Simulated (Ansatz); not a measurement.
Input file for Ansatz (a program for electronic structure):

Ansatz 0.2 input:
```yaml
crystal:
  lattice:
    - [2.1588285866, 1.2464002656, 7.6553833023]
    - [-2.1588285866, 1.2464002656, 7.6553833023]
    - [0.0, -2.4928005312, 7.6553833023]
  atoms:
    - { symbol: Rb, position: [0.0, 0.0, 0.0] }
    - { symbol: La, position: [0.5, 0.5, 0.5] }
    - { symbol: S, position: [0.7669269164, 0.7669269164, 0.7669269164] }
    - { symbol: S, position: [0.2330730836, 0.2330730836, 0.2330730836] }
kpoints:
  mp_grid: { grid: [8, 8, 8] }
hamiltonian:
  xc: r2scan
  pseudopotentials: { kind: paw }
scf:
  occupations: { method: fixed }
checkpoint: { read: static.run }
output: { bader: true, populations: true }
```

Output (shortened):

```
basis.fft_grid_basis auto: the FFT boxes are laid along the combinations [[1, 0, -1], [0, 1, -1], [0, 0, 1]] of the cell's own vectors, 4.318, 4.318 and 8.051 …
La: projections on atomic orbitals take those of the free atom [Kr 4d10] 4f0 5s2 5p6 5d1 6s2, of charge +0.00 (hamiltonian.pseudopotentials.projection_atoms) …
Pseudopotential: Rb, paw, valence charge 9
Pseudopotential: La, paw, valence charge 11
Pseudopotential: S, paw, valence charge 6
Functional definition: r2SCAN
Crystal: 4 atoms, lattice volume = 123.593 Å³
Basis set: ecut = 500 eV, 3153 PW (Γ), FFT grids on a1−a3, a2−a3, a3, exchange–correlation on 128×128×240 points (64 copies of the dense FFT grid, shifted against one another)
Bands: 20, of which v1, the nominal top of the filled ones, is band 16 counted from 1 (15 counted from 0)
Symmetry: 12 space group operations
Space group: R-3m (ITA 166), of the structure as read, at distance tolerance 5.0e-5 Å
k-points: 65 of 512
Stability of the state it starts from, as read at its close in the unpolarized treatment …
iter 1 solved again at ethr=1.57e-7 eV; its pass at ethr=3.10e-3 eV (dr2=5.02e-5 eV) is discarded
SCF iter   1: F=—  HF=-11363.039382 eV  |F-HF|=—  |Δ(HF+E_count)|=         —  Δρ=1.59e-6  dr2=1.75e-9  dr2_τ=7.26e-10  ethr=1.57e-7  ⟨swp⟩=4.0  Hψ=9685  notcnv=0  defer=126
preconditioner: auto → Resta (q_TF=auto, 2.178 Å⁻¹)
SCF iter   2: F=-11363.039382 eV  HF=-11363.039382 eV  |F-HF|=2.58e-10  |Δ(HF+E_count)|=   1.01e-7  Δρ=8.13e-7  dr2=5.72e-10  dr2_τ=6.14e-10  ethr=5.46e-12  ⟨swp⟩=10.8  Hψ=7923  notcnv=0
SCF 1 converged in 2 iterations: F = -11363.039382 eV  dr2 = 5.72e-10
SCF converged after 2 iterations
Free energy (F): -11363.039382 eV
Harris-Foulkes:  -11363.039382 eV  (|F-HF|=2.58e-10)
Internal energy: -11363.039382 eV  (E = F + TS)
E sigma→0 (E₀):  -11363.039382 eV
Fermi energy:    4.901421 eV
--- Per-component energies (eV) ---
  E_band       = -164.155547
  E_kinetic    = 598.491264
  E_local      = -1225.606683  (includes V_loc(G=0)·N_el)
  E_nonlocal   = 323.275408
  E_hartree    = 364.180485
  E_xc         = -442.118821
  E_vxc        = -502.473089  (∫ρ·V_xc dr)
  E_paw        = -9292.120333  (= ΣΔE_a)
  E_vpaw       = -111.450399  (= ΣTr[D̂ρ^β])
  E_aug_tail   = 0.000002  (compensation charges beyond the density's cutoff)
  E_vtau       = 25.246943  (kinetic-family band-sum trace: ∫τ·v_τ [+ j·A + Jᵃ·Aᵃ] dr)
  E_ewald      = -1688.842755
  E_core_change = -0.297948  (= ΣΔE_core)
  E_smearing   =  0.000000  (= −TS)
  E_closure    = 0.000000  (closes the sum)
  Σ components = -11363.039382   (vs F -11363.039382, Δ=0.00e0)
  [band-id]    e_kinetic+e_local+e_nonlocal+2·e_hartree+e_vxc+e_vpaw+e_augmentation_tail+e_vtau = -164.155585   (vs E_band -164.155547, Δ=-3.84e-5)
--- Band table (eV; the first three rows and the last of 65) ---
  k-point 0: bands = ["-27.0143", "-21.4330", "-10.6166", "-10.1493", "-10.1493", "-6.1079", "-5.7387", "-4.8935", "-4.8935", "-4.4360", "2.8245", "3.5020", "3.5020", "4.7234", "4.9014", "4.9014", "9.0596", "9.0914", "9.0914", "9.2602"]
  k-point 1: bands = ["-27.0097", "-21.4296", "-10.5839", "-10.2541", "-10.1638", "-6.0073", "-5.7462", "-4.9115", "-4.9054", "-4.5103", "2.9876", "3.5050", "3.5689", "4.5179", "4.7652", "4.8127", "8.7587", "9.1242", "9.2275", "9.2860"]
  k-point 2: bands = ["-26.9986", "-21.4213", "-10.5323", "-10.4540", "-10.1987", "-5.9019", "-5.7068", "-4.9339", "-4.9227", "-4.6508", "3.2378", "3.5441", "3.7053", "3.9624", "4.6539", "4.7894", "8.5457", "9.1336", "9.1481", "9.2807"]
  k-point 64: bands = ["-27.0143", "-21.4330", "-10.6116", "-10.1493", "-10.1493", "-6.3523", "-5.3054", "-4.8937", "-4.8937", "-4.6436", "3.2298", "3.5502", "3.5502", "4.0951", "4.8079", "4.8079", "8.9276", "9.1735", "9.1735", "9.2688"]
--- Löwdin populations: 4 sites ---
  site symbol       q [e]
     0     Rb      8.2522
     1     La     10.3313
     2      S      6.6572
     3      S      6.6572
  spilling = 0.003193 (of n_electrons = 32.000000)
--- Bader charges: 4 sites ---
  site symbol  charge [e]  shift [e]
     0     Rb      0.8064     0.0000
     1     La      1.9351     0.0000
     2      S     -1.3707     0.0000
     3      S     -1.3707     0.0000
  shift: an alarm, by how much a part of what the PAW files miss would move the charge. Where it is large, compare
  with a run on PAW files of another source; a small one proves nothing
  estimated error of the sums over rays = 4.3e-4 e
```

Cost: roughly 28 core-seconds on shared cores.

The workflow started from a Materials Project entry (that database holds measured and hypothetical structures alike); the Crystallography Open Database files this formula in space group No. 166, but the cells were not matched. Whether it is the stable phase at ambient conditions was not checked. The r²SCAN relaxation kept the symmetry of its start; its stability against distortions is not shown here. Spin–orbit coupling is left out wherever it is not named.

Potentials: the later of the program's two PAW sets.

Ansatz is a plane-wave DFT program.
